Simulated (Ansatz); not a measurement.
ScAg2:
```yaml
crystal:
  lattice:
    - [-1.76718, 1.76718, 4.45569]
    - [1.76718, -1.76718, 4.45569]
    - [1.76718, 1.76718, -4.45569]
  atoms:
    - { symbol: Sc, position: [0.00000, 0.00000, 0.00000] }
    - { symbol: Ag, position: [0.66686, 0.66686, 0.00000] }
    - { symbol: Ag, position: [0.33314, 0.33314, 0.00000] }
```

Relaxed with r²SCAN.

Q: Which orbitals make up the states near the Fermi level in r²SCAN in the plane-wave PAW code Ansatz?

A: Within 0.5 eV of the Fermi level: Sc 3d 57 %, Sc 4s 8 %, Ag 5s 7 %, outside the projected shells 24 %. Projections are on Löwdin-orthogonalised atomic valence shells; empty p or d shells of many metals are not among them.

Q: Tabulate the density of states.

A: States/eV per cell of 3 atoms, in 0.25 eV bins, energy from the Fermi level.

| E (eV) | total | Ag 4d | Sc 3d | Ag 5s |
|---|---|---|---|---|
| -7.70 | 0.00 | 0.00 | 0.00 | 0.00 |
| -7.45 | 0.09 | 0.00 | 0.00 | 0.05 |
| -7.20 | 0.18 | 0.00 | 0.00 | 0.11 |
| -6.95 | 0.26 | 0.01 | 0.00 | 0.16 |
| -6.70 | 0.37 | 0.03 | 0.00 | 0.22 |
| -6.45 | 2.89 | 2.17 | 0.08 | 0.40 |
| -6.20 | 7.50 | 6.42 | 0.20 | 0.60 |
| -5.95 | 13.71 | 12.17 | 0.45 | 0.90 |
| -5.70 | 12.95 | 11.95 | 0.34 | 0.49 |
| -5.45 | 5.74 | 5.34 | 0.14 | 0.15 |
| -5.20 | 4.49 | 4.20 | 0.10 | 0.05 |
| -4.95 | 10.37 | 9.74 | 0.21 | 0.14 |
| -4.70 | 8.53 | 7.98 | 0.15 | 0.17 |
| -4.45 | 10.19 | 9.87 | 0.10 | 0.12 |
| -4.20 | 5.37 | 5.13 | 0.04 | 0.12 |
| -3.95 | 0.87 | 0.59 | 0.01 | 0.18 |
| -3.70 | 0.82 | 0.43 | 0.03 | 0.26 |
| -3.45 | 0.79 | 0.32 | 0.05 | 0.30 |
| -3.20 | 0.81 | 0.26 | 0.08 | 0.33 |
| -2.95 | 0.83 | 0.21 | 0.11 | 0.35 |
| -2.70 | 0.82 | 0.17 | 0.14 | 0.36 |
| -2.45 | 0.89 | 0.16 | 0.19 | 0.40 |
| -2.20 | 1.34 | 0.20 | 0.35 | 0.61 |
| -1.95 | 1.13 | 0.15 | 0.37 | 0.47 |
| -1.70 | 0.95 | 0.10 | 0.34 | 0.37 |
| -1.45 | 1.03 | 0.09 | 0.44 | 0.31 |
| -1.20 | 1.12 | 0.08 | 0.55 | 0.25 |
| -0.95 | 1.18 | 0.07 | 0.62 | 0.19 |
| -0.70 | 1.70 | 0.07 | 0.88 | 0.15 |
| -0.45 | 1.53 | 0.06 | 0.86 | 0.12 |
| -0.20 | 1.24 | 0.05 | 0.68 | 0.08 |
| 0.05 | 1.10 | 0.05 | 0.59 | 0.07 |
| 0.30 | 0.94 | 0.04 | 0.56 | 0.06 |
| 0.55 | 0.80 | 0.04 | 0.58 | 0.05 |
| 0.80 | 2.11 | 0.13 | 1.78 | 0.04 |
| 1.05 | 1.72 | 0.10 | 1.43 | 0.04 |
| 1.30 | 2.63 | 0.15 | 2.13 | 0.06 |
| 1.55 | 6.54 | 0.35 | 5.36 | 0.12 |
| 1.80 | 5.16 | 0.23 | 4.37 | 0.08 |
| 2.05 | 4.30 | 0.20 | 3.48 | 0.09 |
| 2.30 | 2.38 | 0.11 | 1.80 | 0.11 |
| 2.55 | 3.23 | 0.12 | 2.68 | 0.13 |
| 2.80 | 1.49 | 0.06 | 0.90 | 0.17 |
| 3.05 | 1.08 | 0.04 | 0.47 | 0.19 |
| 3.30 | 2.33 | 0.04 | 1.22 | 0.44 |
| 3.55 | 2.82 | 0.04 | 1.44 | 0.44 |
| 3.80 | 1.40 | 0.02 | 0.51 | 0.23 |
| 4.05 | 1.09 | 0.01 | 0.32 | 0.17 |
| 4.30 | 0.68 | 0.01 | 0.20 | 0.10 |
| 4.55 | 0.49 | 0.00 | 0.13 | 0.07 |
| 4.80 | 0.46 | 0.00 | 0.10 | 0.08 |

Space group I4/mmm (MoSi2 or CaC2 type). The workflow started from a Materials Project entry (that database holds measured and hypothetical structures alike); the Crystallography Open Database copy checked does not list it. With Sc and Ag taken as one species the cell has the higher symmetry I4/mmm, so it may be an ordered model of a mixed-site phase. Whether it is the stable phase at ambient conditions was not checked. The cell was relaxed with r²SCAN under the symmetry of its start; its stability against distortions is not shown here. The run is not spin-polarised. Scalar-relativistic: spin–orbit coupling is off unless named, which matters more the heavier the elements.

Potentials: the later of the program's two PAW sets.
